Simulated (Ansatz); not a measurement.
**Li$_{5}$Sb$_{2}$: reading a single point**

```
CELL_PARAMETERS angstrom
2.38254 4.12668 0.00000
-2.38254 4.12668 0.00000
0.00000 -2.75112 6.64497
ATOMIC_POSITIONS crystal
Sb 0.07270 0.07270 0.21810
Sb 0.92730 0.92730 0.78190
Li 0.50000 0.50000 0.50000
Li 0.21000 0.21000 0.63000
Li 0.79000 0.79000 0.37000
Li 0.35200 0.35200 0.05600
Li 0.64800 0.64800 0.94400
```

The numbers come from plane-wave PAW DFT (Ansatz): r2SCAN, no spin polarisation, 500 eV, 8×8×8 Γ-centred k points, fermi-dirac occupations (width 0.1 eV). Nothing was relaxed.

Stress: The pressure is 0.9 GPa (compression positive), so with the atoms held at these fractions the cell would first expand; the forces are large, so a full relaxation may end otherwise. The principal stresses -3.3, -3.3, 9.2 GPa differ, so its shape would change too.
Contacts: Sb–Li at 2.74 Å: least valence density 0.11 e/Å³ and ELF 0.04 there. Li–Li at 2.83 Å: least valence density 0.04 e/Å³ and ELF 0.04 there. Sb–Sb at 2.90 Å: least valence density 0.30 e/Å³ and ELF 0.43 there. These are pseudo-fields; inside the PAW spheres they differ from the all-electron ones.
Charges: Bader charges in e: Li +0.86, Sb -2.16. In the mean Li gives up most and Sb takes most.
Formation energy: -0.53 eV an atom against the elements' usual phases (free molecules for gases, crystals otherwise, with no correction for O₂ or N₂), so it is bound against them; other compounds may still compete. Relaxing would lower it.
Forces: The largest is on Sb2 (and as large on other atoms): 1.66 eV/Å, components (0.00, 0.00, -1.66). It makes 0° with the line to a nearest neighbour, Li5 at 2.74 Å, pointing towards it.
Electronic structure: It is a metal, with about 1.4 states/eV a cell as the mean within 0.25 eV of the Fermi level, mostly Sb p (54 %) and Li s (23 %).

Origin: a known structure type with other elements, at an estimated volume, so it need not be a known compound. Caveats: atoms or cell far from equilibrium.
